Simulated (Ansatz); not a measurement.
Computed with Ansatz, DFT PBE, scalar-relativistic, plane waves, PAW. All cells share a 420 eV cutoff and Γ-centred k meshes spaced about 0.3 Å⁻¹ or finer (0.25 for metals, 2π included). No spin polarisation.

Relaxed structures of Ca5GeN2, with energies over the first row. Coordination counts Ge or N atoms around Ca (for each partner element, those within 1.25 times its shortest distance or 1.15 times the sum of covalent radii, where it is the nearest in units of that sum or under 1.3; a plus sign parts groups by distance over the sum of covalent radii; a slash parts the counts of unlike sites).

```json
{"#": "1", "form": "Cmmm", "sites": "Ca 4i, 4j, 2a; Ge 2c; N 4i", "V (Å³/atom)": "22.0", "coordination": "Ca 4/3+2/2+4", "ΔE (meV/atom)": "0"}
{"#": "2", "form": "I4/mmm", "sites": "Ca 2b, 8g; Ge 2a; N 4e", "V (Å³/atom)": "22.4", "coordination": "Ca 2+2/2+4", "ΔE (meV/atom)": "147"}
```

A further structure, relaxed alike:

```cif
data_structure
_symmetry_space_group_name_H-M 'I4/mcm'
_symmetry_Int_Tables_number 140
_cell_length_a 7.0232
_cell_length_b 7.0232
_cell_length_c 13.2537
_cell_angle_alpha 90.000
_cell_angle_beta 90.000
_cell_angle_gamma 90.000
_cell_volume 653.74
loop_
_atom_site_label
_atom_site_type_symbol
_atom_site_symmetry_multiplicity
_atom_site_Wyckoff_symbol
_atom_site_fract_x
_atom_site_fract_y
_atom_site_fract_z
_atom_site_occupancy
Ca1 Ca 16 l 0.34320 0.15680 0.11985 1
Ca2 Ca 4 c 0.00000 0.00000 0.00000 1
Ge1 Ge 4 a 0.50000 0.50000 0.25000 1
N1 N 8 h 0.16970 0.33030 0.00000 1
```

**Question.** Where does it fall in the ranking, and at what energy?

**Answer.** It falls between rows 1 and 2, 73 meV/atom above row 1, with space group I4/mcm (No. 140) and 20.4 Å³/atom. Counting Ge or N atoms around Ca, this cell has Ca 5/6 and row 1 has Ca 4/3+2/2+4. Ca on a site of symmetry m has 1 N at 2.34 Å, 2 N at 2.79 Å, 4 Ca at 3.09–3.18 Å and 2 Ge at 3.16 Å; Ca on a site of symmetry 4/m has 4 N at 2.61 Å, 8 Ca at 3.09 Å and 2 Ge at 3.31 Å; around Ge lie 10 Ca at 3.16–3.31 Å; N has 2 Ca at 2.34 Å, 2 Ca at 2.61 Å and 4 Ca at 2.79 Å.

With atoms moved at random, row 1 came back. Row 2 and the further cell had no clear such test and can be saddle points.
